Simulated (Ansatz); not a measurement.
Point defect: Ni vacancy in Ni

Theory: Ansatz, DFT LDA, scalar-relativistic, plane waves, PAW. (420 eV cutoff, 5×5×5 k-mesh, Gaussian smearing of 0.10 eV, collinear spin)

Host crystal, relaxed:

```xyz
1
Lattice="0.0000 1.7120 1.7120 1.7120 0.0000 1.7120 1.7120 1.7120 0.0000" Properties=species:S:1:pos:R:3 pbc="T T T"
Ni    0.0000    0.0000    0.0000
```

Supercell of 27 atoms, rows in host cell vectors: 3 -3 0; 3 0 -3; 3 0 0. Atoms relax at the host's cell, keeping the symmetry that the supercell leaves at the site. The cell is small, so energies carry finite-size errors of tenths of an eV. The host is a metal.

Defect: Ni vacancy at (0.000, 0.000, 0.000) of the host cell.

(1) Does the neutral defect carry a moment, and how do its surroundings relax?

## Answers

(1) It changes the cell's moment by -0.33 μB. The nearest neighbours before are 12 Ni at 2.42 Å; after relaxation the atoms near the site are 12 Ni at 2.39 Å; the largest move is 0.03 Å.

Cost: 2 runs of about 23 core-minutes in all, on Intel Xeon Processor @ 2.70GHz (shared hosts).